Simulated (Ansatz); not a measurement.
Cu Kα1 powder pattern (kinematic, no thermal factors).
```tsv
2θ (°)	relative intensity
20.39	1
23.60	100
34.34	2
38.99	27
39.03	52
39.69	1
46.08	33
46.16	15
56.32	9
56.45	4
61.91	7
61.97	12
64.23	1
70.65	17
70.74	8
75.63	7
75.69	3
75.80	3
83.73	3
83.85	5
88.54	5
88.59	5
88.70	4
```

The pattern is computed from a structure relaxed with Ansatz 0.2.0, DFT PBE, scalar-relativistic, plane waves, PAW. No spin polarisation. Its elements are As, In, Sb.

Q: Give the structure.

A: In$_{4}$Sb$_{3}$As.
Space group P-4m2 (No. 115). a = 4.617 Å, b = 4.617 Å, c = 13.030 Å, α = 90.00°, β = 90.00°, γ = 90.00°
```
atom  site  symmetry       x       y       z
  In    2g      2mm. 0.5000  0.0000  0.8707
  In    2g      2mm. 0.5000  0.0000  0.3873
  Sb    1a      -4m2  0.0000  0.0000  0.0000
  Sb    2f      2mm. 0.5000  0.5000  0.2582
  As    1d      -4m2  0.0000  0.0000  0.5000
```

A pattern alone doesn't exclude other cells with like lines; this is the one computed.

The structure comes from a generated guess; another structure or a mixture of phases may lie lower.
